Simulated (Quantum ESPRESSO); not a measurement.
# LiTaRe3Nb2Cu: different elements on one site, starting from this cell

A calculation, not a measurement. The program is pw.x of Quantum ESPRESSO 7.5 (plane-wave density functional theory). The cell is made up: eight metal atoms on a face-centred cubic lattice, with elements, volume, strain and displacements drawn at random and not relaxed, so it may be unstable or far from any real phase. PseudoDojo standard norm-conserving files set the functional (PBE unless stated); there is no spin polarisation or spin-orbit coupling, the Fermi-Dirac width of 0.25 eV means electrons at about 2900 K, and the masses in the input are unused placeholders. The copper pseudopotential is less sure than most, with forces differing by about three percent and pressure by about two GPa from a second method on plain copper. Heavy elements are run without spin-orbit coupling, which real alloys of them have. A spin test at this wide smearing found no moment, but such smearing suppresses magnetism that the real alloy may have.

The runs put different elements on site 1. Cell, positions, cutoff, mesh and smearing stay as in the input of run 1; sites are counted in its order. Stress in the tables is positive in tension.

Input of run 1:

```
&control calculation='scf', pseudo_dir='./dojo.nc.sr.pbe.v0_5.standard.upf', outdir='./o', disk_io='medium', tprnfor=.true., tstress=.true. /
&system ibrav=0, nat=8, ntyp=5, nbnd=70, ecutwfc=92.02030273, nosym=.true., tot_charge=0,
 occupations='smearing', smearing='fd', degauss=0.0183746611
/
&electrons conv_thr=1.470e-08, electron_maxstep=70, mixing_beta=0.5 /
ATOMIC_SPECIES
Cu 1.0 Cu.upf
Li 1.0 Li.upf
Nb 1.0 Nb.upf
Re 1.0 Re.upf
Ta 1.0 Ta.upf
CELL_PARAMETERS angstrom
2.0115 3.9723 1.9934
-0.0133 3.9528 -3.9345
-4.0199 3.9692 0.0031
ATOMIC_POSITIONS angstrom
Li -0.0719 0.1654 -0.14
Ta -1.8793 1.9137 0.0624
Re 0.0752 1.9466 -2.0229
Re -2.0877 4.0152 -1.9564
Nb -0.0008 3.9642 0.0581
Nb -2.0824 5.9415 0.0035
Re -0.0533 5.9629 -2.0668
Cu -1.9907 8.0429 -1.9215
K_POINTS automatic
5 5 5 1 1 1
```

| run | elements on sites 1 to 8 | -TS (eV) | pressure (GPa) | stress xx (GPa) | stress yy (GPa) | stress zz (GPa) | stress yz (GPa) | stress xz (GPa) | stress xy (GPa) | iterations |
| --- | --- | --- | --- | --- | --- | --- | --- | --- | --- | --- |
| 1 | Li Ta Re Re Nb Nb Re Cu | -1.375 | 0.98 | -0.89 | -0.23 | -1.83 | -0.94 | -0.35 | -1.87 | 19 |
| 2 | V Ta Re Re Nb Nb Re Cu | -1.741 | 5.88 | -7.45 | -5.49 | -4.71 | -1.43 | 0.18 | -1.99 | 22 |
| 3 | Ag Ta Re Re Nb Nb Re Cu | -1.306 | 10.16 | -10.51 | -9.76 | -10.21 | -1.02 | -1.43 | -0.65 | 20 |
| 4 | Pt Ta Re Re Nb Nb Re Cu | -1.374 | 8.23 | -8.01 | -7.98 | -8.69 | 0.28 | -1.46 | -0.42 | 20 |
| 5 | W Ta Re Re Nb Nb Re Cu | -1.575 | 12.64 | -14.61 | -12.48 | -10.83 | -1.70 | 0.52 | -1.57 | 22 |

Forces Fx Fy Fz (eV/Å):

| site | run 1 | run 2 | run 3 | run 4 | run 5 |
| --- | --- | --- | --- | --- | --- |
| 1 | 0.79 -1.35 1.03 | 1.37 -1.68 1.54 | 1.65 -3.57 2.38 | 1.27 -3.27 2.28 | 1.97 -2.86 2.31 |
| 2 | -1.79 1.38 -0.33 | -2.35 1.88 -0.09 | -2.83 2.62 -0.20 | -2.49 2.51 -0.15 | -3.04 2.65 0.03 |
| 3 | -1.04 0.21 -0.66 | -1.25 0.91 -1.17 | -1.04 1.09 -1.30 | -1.10 1.32 -1.36 | -1.30 1.37 -1.57 |
| 4 | 0.07 -1.22 -1.07 | 0.28 -1.83 -0.71 | 0.65 -1.31 -1.41 | 0.71 -1.36 -1.13 | 0.56 -1.96 -0.74 |
| 5 | 0.63 0.67 -1.50 | 0.15 0.73 -1.93 | -0.03 0.62 -2.25 | 0.21 0.71 -2.18 | -0.35 0.75 -2.45 |
| 6 | 0.39 0.24 0.18 | 0.94 0.42 0.01 | 0.87 0.41 -0.10 | 0.57 0.26 -0.09 | 1.44 0.53 -0.26 |
| 7 | 1.35 0.67 2.36 | 1.36 0.25 2.48 | 1.08 0.83 2.88 | 1.22 0.53 2.71 | 1.21 0.24 2.82 |
| 8 | -0.40 -0.61 -0.02 | -0.50 -0.67 -0.12 | -0.34 -0.68 0.01 | -0.40 -0.70 -0.09 | -0.48 -0.72 -0.13 |

Energies are left out, as each element's file has its own zero. A rerun of one cell of this series at a higher cutoff and on a denser mesh moved values by no more than 0.004 eV in energy, 0.04 GPa in stress and 0.006 eV/Å in force, and a second program with other atomic files agreed on that cell to 2 % rms in force and 0.5 GPa in pressure.